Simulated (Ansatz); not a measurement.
CaPd (Pm-3m); total moment held at 0.5 μB.

```yaml
crystal:
  lattice:
    - [3.50569, 0.00000, 0.00000]
    - [0.00000, 3.50569, 0.00000]
    - [0.00000, 0.00000, 3.50569]
  atoms:
    - { symbol: Ca, position: [0.00000, 0.00000, 0.00000] }
    - { symbol: Pd, position: [0.50000, 0.50000, 0.50000] }
```

The geometry is a structure from the Materials Project, held fixed and not relaxed.

Settings: LDA, 9×9×9 k mesh, Fermi–Dirac smearing of 0.1 eV. PAW means Ansatz 0.2.0 on its default frozen-core files. Site moments are integrated in spheres about the atoms. Start moments (μB): Pd2 0.5.

The self-consistent cycle went as follows.

```csv
iteration,Harris–Foulkes energy less the last (meV),density residual (eV),M (μB),∫|m| (μB)
1,-17254.913,2.3e+02,0.5000,0.5021
2,-564.478,4.0e+00,0.5000,0.5000
3,-41.279,8.0e-01,0.5000,0.5000
4,-14.089,9.8e-02,0.5000,0.5000
5,-7.038,3.0e-02,0.5000,0.5000
6,-3.165,1.4e-02,0.5000,0.5000
7,-1.504,6.1e-03,0.5000,0.5000
8,-0.521,2.0e-03,0.5000,0.5000
9,-0.003,2.7e-05,0.5000,0.5000
10,0.000,1.9e-08,0.5000,0.5000
11,0.000,3.6e-09,0.5000,0.5000
```

Site moments (μB): Ca1 0.09, Pd2 0.21. Cell moment 0.50 μB.

The PAW files were made with PBE; the program remakes their cores once for the run's functional and then keeps them frozen. The Ansatz runs typed with the search for lower states off end where their start leads. These are results for the start and cell typed. The real compound can order otherwise, in a larger cell, or not at all, since semilocal functionals at zero temperature often overstate magnetism.
